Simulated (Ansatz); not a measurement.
According to PBEsol (plane waves, PAW; program Ansatz), La in the dhcp (α-La type) structure (P6_3/mmc) relaxes to a = 3.649 Å, c = 11.757 Å.

Electronic character: metallic (no gap).

Symmetry was held in the PBEsol relaxation. Axis ratios of metals converge slowly with the k-mesh, so a and c are less sure than the volume. Spin–orbit coupling is left out wherever it is not named.

Potentials: the earlier of the program's two PAW sets. The files were generated under PBE; for other functionals the program regenerates the frozen cores, and for LDA and PBEsol the local potential too.
